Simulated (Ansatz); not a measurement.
Al2Ru:
Space group I4/mmm (No. 139); a = b = 3.121 Å, c = 8.423 Å, α = β = γ = 90.00°

```
atom  site  symmetry       x       y       z
----  ----  --------  ------  ------  ------
Al      4e       4mm  0.0000  0.0000  0.3409
Ru      2a     4/mmm  0.0000  0.0000  0.0000
```
(The calculation used a cell of 3 atoms; values per cell refer to that cell.)

Relaxed at zero pressure with PBEsol (plane waves, PAW; program Ansatz).

Task: The volume is raised by 6 % and shape and atoms relax at that volume. What pressure results, and how do the axes share the change?

Result: -9.1 GPa; a 1.8 %, b 1.8 %, c 2.2 %; the energy rises by 25 meV/atom.

Task: Give the new structure.

Result: 
Space group I4/mmm (No. 139); a = 3.1783 Å, b = 3.1783 Å, c = 8.6109 Å, α = 90.00°, β = 90.00°, γ = 90.00°

```
atom  site  symmetry       x       y       z
----  ----  --------  ------  ------  ------
Al      4e       4mm  0.0000  0.0000  0.3424
Ru      2a     4/mmm  0.0000  0.0000  0.0000
```

The phase is kept; no other phase was compared at this pressure.

The workflow started from a Materials Project entry (that database holds measured and hypothetical structures alike); the Crystallography Open Database copy checked does not list it. With Al and Ru taken as one species the cell has the higher symmetry I4/mmm, so it may be an ordered model of a mixed-site phase. Its standing as an ambient phase is unchecked. The cell was relaxed with PBEsol under the symmetry of its start; of distortions, only those at the zone centre were tested. The run is not spin-polarised. Axis ratios of metals converge slowly with the k-mesh, so a and c are less sure than the volume.

Potentials: the later of the program's two PAW sets.
